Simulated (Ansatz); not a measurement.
## Computed properties of Ti3Al

Ti3Al:
```xyz
8
Lattice="5.6165 0.0000 0.0000 -2.8082 4.8640 0.0000 0.0000 0.0000 4.5657" Properties=species:S:1:pos:R:3 pbc="T T T"
Al     0.0000     3.2427     1.1414
Al     2.8082     1.6213     3.4243
Ti     2.8082     3.2134     1.1414
Ti    -1.3788     4.0387     3.4243
Ti     1.4295     0.8253     1.1414
Ti     0.0000     1.6506     3.4243
Ti     4.1870     0.8253     1.1414
Ti     1.3788     4.0387     3.4243
```

Space group P6_3/mmc (No. 194); conventional cell a = 5.616 Å, b = 5.616 Å, c = 4.566 Å, α = 90.00°, β = 90.00°, γ = 120.00°.

Method: DFT-LDA in the program Ansatz with PAW potentials. The cell and atoms are relaxed at this level. Other levels are named where they apply.

### Cell and energy

- Volume per atom: 15.59 Å³
- Density: 4.54 g/cm³
- Formation energy from the elements (no fitted shifts): -0.28 eV/atom

### Electronic structure

Electronic character: metallic (no gap)
Density of states at the Fermi level: 0.41 states/eV per atom (mean over ±0.08 eV)

### Mechanics

- Bulk modulus (Birch–Murnaghan fit) = 129 GPa
- Pressure derivative B′ = 3.7
- Elastic constants (relaxed ions, GPa) = C11 = 202, C12 = 101, C13 = 76.3, C33 = 251, C44 = 54.6
- Mechanical stability = stable (all eigenvalues of C positive)
- Hill bulk and shear moduli = 129 and 57.6 GPa
- Young's modulus = 150 GPa
- Poisson's ratio = 0.31
- Debye temperature from the elastic constants = 474 K

### Phonons

- Highest zone-centre frequency = 329 cm⁻¹
- Zone-centre stability = no imaginary mode at Γ

The measured cell (COD 1545054, doi:10.3390/met6070165; 300 K, pressure taken as ambient) has 16.72 Å³ per atom; the computed volume differs by -6.8 %, which includes thermal expansion and zero-point motion, and at this size may mean another phase or pressure.

Symmetry was held in the LDA relaxation. No spin polarisation was allowed. As this level gives no gap, shear constants depend on the k-mesh and smearing (Fermi–Dirac, 0.1 eV here). As this level gives no gap, phonon frequencies hold no LO–TO term and depend on the k-mesh and smearing (Fermi–Dirac, 0.1 eV here). Axis ratios of metals converge slowly with the k-mesh, so a and c are less sure than the volume. The references are the lowest solids computed at this level, not always the standard phases.

Potentials: the later of the program's two PAW sets.
